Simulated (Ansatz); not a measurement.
Level of theory: DFT PBE, scalar-relativistic, plane waves, PAW (Ansatz 0.2.0). Plane waves to 420 eV, a 6×6×8 mesh through Γ for the 9-atom cell and 0.10 eV Gaussian smearing; no spin polarisation.

Formation energies are uncorrected and count from the elements' standard states at the same level.

Question: Propose a candidate for a trigonal metal that holds Se and 2 more elements, with a formation energy near −0.96 eV/atom and about 37 Å³ per atom, in a cell of 9 atoms. Its symmetry should be P-31m (No. 162).

Answer: KCa2Se6, space group P-31m (No. 162). K is surrounded by 6 Se at 4.02 Å and 6 Se at 4.98 Å; around Ca lie 6 Se at 2.91 Å; Se is surrounded by 1 Se at 2.46 Å, 2 Ca at 2.91 Å, 1 Se at 2.94 Å and 1 K at 4.02 Å.

Space group P-31m (No. 162). a = 8.706 Å, b = 8.706 Å, c = 5.016 Å, α = 90.00°, β = 90.00°, γ = 120.00°
```csv
atom,site,symmetry,x,y,z
K,1a,-3.m,0.0000,0.0000,0.0000
Ca,2d,3.2,0.3333,0.6667,0.5000
Se,6k,..m,0.0000,0.5569,0.7757
```

The volume per atom is 36.58 Å³. The density is 2.99 g/cm³ and the formation energy is −0.96 eV/atom. The gap on the 6×6×8 mesh of the 9-atom cell is 0 eV (a metal).

The structure comes from a generated guess, relaxed at this level; another structure or a mixture of phases may lie lower. Other answers may fit too; this one was computed.

An odd number of electrons in the primitive cell allows no gap without spin; a larger cell or a magnetic state could open one. The reference form of Se is held partly by dispersion forces, which this level lacks. A structure relaxed within its symmetry needn't be a true minimum.
